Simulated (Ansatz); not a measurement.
## Does relaxation matter for the field gradients of HfO2 with sulfur replacing O?

Start: a supercell of HfO2 (fluorite type, Fm-3m) built from an entry of the Crystallography Open Database (COD), with all atoms left at the host's positions.

```cif
data_Hf8SO15
_symmetry_space_group_name_H-M 'F-43m'
_symmetry_Int_Tables_number 216
_cell_length_a 10.2300
_cell_length_b 10.2300
_cell_length_c 10.2300
_cell_angle_alpha 90.000
_cell_angle_beta 90.000
_cell_angle_gamma 90.000
loop_
_atom_site_label
_atom_site_type_symbol
_atom_site_symmetry_multiplicity
_atom_site_Wyckoff_symbol
_atom_site_fract_x
_atom_site_fract_y
_atom_site_fract_z
Hf1 Hf 16 e 0.3750 0.1250 0.3750
Hf4 Hf 16 e 0.8750 0.8750 0.6250
S S 4 a 0.5000 0.0000 0.5000
O10 O 24 g 0.7500 0.0000 0.7500
O16 O 4 b 0.0000 0.5000 0.0000
O17 O 4 d 0.7500 0.7500 0.7500
O18 O 24 f 0.0000 0.7500 0.0000
O24 O 4 c 0.2500 0.2500 0.2500
```

One atom of each set is listed; the run and its k-mesh use a cell of 24 atoms with edges of 7.23, 7.23, 7.23 Å.

All values are calculated (Ansatz; DFT, PBE, plane waves and PAW, scalar-relativistic, 420 eV cutoff, Γ-centred 3×3×3 k-points, Fermi–Dirac smearing 0.01 eV), not measured.

The largest force at the start is 5.8 eV/Å. Relaxing the ions at fixed cell moves them by 0.142 Å at most (atom 1, Hf) and 0.081 Å rms. End positions:

Hf1 (0.3670, 0.1330, 0.3670)
Hf4 (0.8775, 0.8775, 0.6225)
S (0.5000, 0.0000, 0.5000)
O10 (0.7500, 0.0052, 0.7500)
O16 (0.0000, 0.5000, 0.0000)
O17 (0.7500, 0.7500, 0.7500)
O18 (0.0000, 0.7409, 0.0000)
O24 (0.2500, 0.2500, 0.2500)

| site | moved (Å) | first shell before | first shell after | V_zz before (10²¹ V/m²) | η before |
| --- | --- | --- | --- | --- | --- |
| Hf1 | 0.142 | 7 O at 2.21 Å, 1 S at 2.21 Å | 7 O at 2.07–2.32 Å, 1 S at 2.36 Å | -11.94 | 0.00 |
| Hf4 | 0.044 | 8 O at 2.21 Å | 8 O at 2.15–2.26 Å | -0.15 | 0.00 |
| S | 0.000 | 4 Hf at 2.21 Å | 4 Hf at 2.36 Å | 0.00 | – |
| O10 | 0.053 | 4 Hf at 2.21 Å | 4 Hf at 2.14–2.26 Å | -0.068 | 0.69 |
| O18 | 0.093 | 4 Hf at 2.21 Å | 4 Hf at 2.15–2.32 Å | -0.32 | 0.36 |

Question: How do the gradients change?

Answer: 

| site | V_zz after | η after | change of V_zz |
| --- | --- | --- | --- |
| Hf1 | -14.08 | 0.00 | -2.14 |
| Hf4 | -0.40 | 0.00 | -0.25 |
| S | 0.00 | – | 0.00 |
| O10 | 0.63 | 0.18 | +0.70 |
| O18 | -0.81 | 0.57 | – |

The largest change of V_zz along a kept axis is on Hf1, from -11.94 to -14.08. In per cent, |V_zz| changes by +18 on Hf (all sites that start above 0.5). V_zz changes sign on O10 (same axis). On O18 the largest principal value lies along another axis in the second run, so the two V_zz can't be compared directly. Other sites without a gradient aren't listed.

The defect repeats with the cell of 24 atoms, so it feels its images: sites between two images don't show the values beside a lone defect, and zeros or small values of η there can come from the images' arrangement. This high-symmetry form of HfO2 is unstable when cold, to shifts of the oxygen columns, towards the tetragonal form. The symmetry of the cell holds that distortion back, wholly or in part, and it would change the field gradients, the more the larger the distortion. Without spin–orbit coupling the gradients at and beside Hf can be off by some per cent, at some sites by more.
Before: The cell keeps the host's lattice, where the PBE pressure is 11 GPa. The neighbours have not yet relaxed around the defect (largest force 5.8 eV/Å), so the values at and beside it are those of a strained start, not of the defect in a real crystal.
After: The relaxation keeps the site symmetry -43m of the start, so the impurity can't leave its site; a start off the site could end lower. The cell keeps the host's lattice, where the PBE pressure is 12 GPa.
